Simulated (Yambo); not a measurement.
Yambo run on Rb2RhAgF6 (space group Fm-3m, No. 225). The wavefunctions are LDA (Quantum ESPRESSO, PseudoDojo norm-conserving, 88 Ry, no spin-orbit coupling) ones on a 2×2×2 mesh (48 occupied bands); a = b = c = 6.2540 Å, α = β = γ = 60.00°.

Yambo input:

```
rim_cut
gw0
dyson
el_el_corr
HF_and_locXC
ppa
em1d
RandQpts= 1000000
RandGvec= 1 Ry
EXXRLvcs= 88 Ry
VXCRLvcs= 352 Ry
Chimod= "HARTREE"
% BndsRnXp
 9 | 134 |
%
NGsBlkXp= 3 Ry
% LongDrXp
 1.0 | 1.0 | 1.0 |
%
PPAPntXp= 27.2114 eV
% GbndRnge
 1 | 134 |
%
GTermKind= "none"
DysSolver= "n"
ExtendOut
% QPkrange
 3 | 3 | 48 | 49 |
%
```

k points by index: 3 = X.

The o-*.qp file then holds:

```
#    K-point    Band    Eo [eV]    E [eV]    E-Eo [eV]    Vxc [eV]    Vnlxc [eV]    Sc|Eo [eV]    Sc|E [eV]    dSc/dw|Eo [eV]    Re(Z)    Im(Z)
#
    3    48    0.000000    -0.643821    -0.643821    -23.01964    -29.40189    5.547945    5.738438    -8.048403    0.771736    -0.001818
    3    49    1.013299    2.995998    1.982699    -20.13875    -14.37259    -3.286065    -3.783455    -6.825825    0.799457    -0.001560
```
(The two width columns are left out.) Convergence of these settings isn't established.

Geometry of the Materials Project entry, not relaxed at this level.

The structure is a Materials Project entry; no match was found in the copy of COD used, and its stability was not checked.
